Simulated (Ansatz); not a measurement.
W₃N in space group Fm-3m (No. 225; N on 4a, W on 4b, W on 8c) at seven volumes, plane-wave PAW PBEsol (Ansatz code), scaled uniformly. One row is withheld.

```
V (Å³/atom)  P (GPa)
-----------  -------
12.714         29.46
13.133         18.07
13.552          8.33
13.971          0.00
14.391             ?
14.810        -13.68
15.229        -19.09
```

Q: Fit the shown pressures and predict the withheld one.

A: Third-order Birch–Murnaghan: P = (3/2)B₀(x^(7/2) − x^(5/2))[1 + (3/4)(B′ − 4)(x − 1)] with x = (V₀/V)^(2/3). Least squares on the six rows gives V₀ = 13.967 Å³/atom, B₀ = 261.0 GPa, B′ = 3.87. At V = 14.391, x = 0.9803 and P = -7.37 GPa. The run itself gave -7.36 GPa.

The cell is a constructed one: a structure type filled with these elements; neither database checked (COD, Materials Project) lists it. Its standing as an ambient phase is unchecked. The cell was relaxed with PBEsol under the symmetry of its start. At this level the phase is dynamically unstable (imaginary phonons). No spin polarisation was allowed. Scalar-relativistic: spin–orbit coupling is off unless named, which matters more the heavier the elements.

Potentials: the earlier of the program's two PAW sets. The files were generated under PBE; for other functionals the program regenerates the frozen cores, and for LDA and PBEsol the local potential too.
